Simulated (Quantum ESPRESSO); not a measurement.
# Moving one atom in NGaSi3Ge3

The results below are calculated, not measured. They come from pw.x of Quantum ESPRESSO 7.5, a plane-wave density functional program, with PseudoDojo standard norm-conserving files (v0.5 for PBE, v0.4.1 for LDA and PBEsol). The cells are made up: elements, strain and atom displacements were drawn at random, and nothing was relaxed. There is no spin polarisation, spin-orbit coupling or dispersion term.

The cell has 8 sites of a zincblende or diamond lattice. Sites 1 to 4 hold N Ga Si Ge; sites 5 to 8 hold Ge Si Si Ge. Cell vectors in Å: (5.544, 0.000, 0.000); (0.000, 5.544, 0.000); (0.000, 0.000, 5.544). Settings: PBE, cutoff 1143 eV, 6 x 6 x 6 k mesh shifted by half a step, Fermi-Dirac smearing of 0.1 eV.

Each run shifts the Si atom on site 3 along z and leaves all else fixed. Site 8 is one of its nearest neighbours. E is the free energy of the cell above the lowest run shown.

| run | shift (Å) | Fz on site 3 (eV/Å) | Fz on site 8 (eV/Å) | P (GPa) | E (meV) |
| --- | --- | --- | --- | --- | --- |
| 1 | -0.1032 | 0.487 | -0.930 | -1.59 | 10.9 |
| 2 | -0.0884 | 0.328 | -0.895 | -1.59 | 4.9 |
| 3 | -0.0526 | -0.057 | -0.813 | -1.57 | 0.0 |
| 5 | 0.0352 | -0.993 | -0.627 | -1.43 | 46.2 |
| 6 | 0.0550 | -1.201 | -0.588 | -1.38 | 68.0 |
| 7 | 0.1162 | -1.826 | -0.476 | -1.18 | 160.7 |
| 4 | -0.0423 | ? | ? | ? | ? |

A rerun of one of these cells at 1437 eV and k mesh 8 x 8 x 8 moved values by no more than 0.002 eV in the cell's energy, 0.04 GPa in stress and 0.020 eV/Å in force.

## Worked fit

A parabola through the six runs shown gives Fz on site 3 = -0.622 - 10.58 u + 1.8 u² eV/Å, with u in Å and a scatter of 0.003 eV/Å. Minus the slope, 10.58 ± 0.08 eV/Å², is this atom's force constant along z at u = 0, with its periodic images moving too. The fitted force vanishes at u = -0.058 Å, where the energy should be lowest along this line. The error is the larger of the fit's own and the change that a cubic makes, rounded up.

## Withheld run

Question: what Fz on site 3 should run 4 give?

The fit gives -0.171 eV/Å. The calculation gave -0.167 eV/Å.

```
run  shift (Å)  Fz on site 3 (eV/Å)  Fz on site 8 (eV/Å)  P (GPa)  E (meV)
  4    -0.0423               -0.167               -0.790    -1.56      1.2
```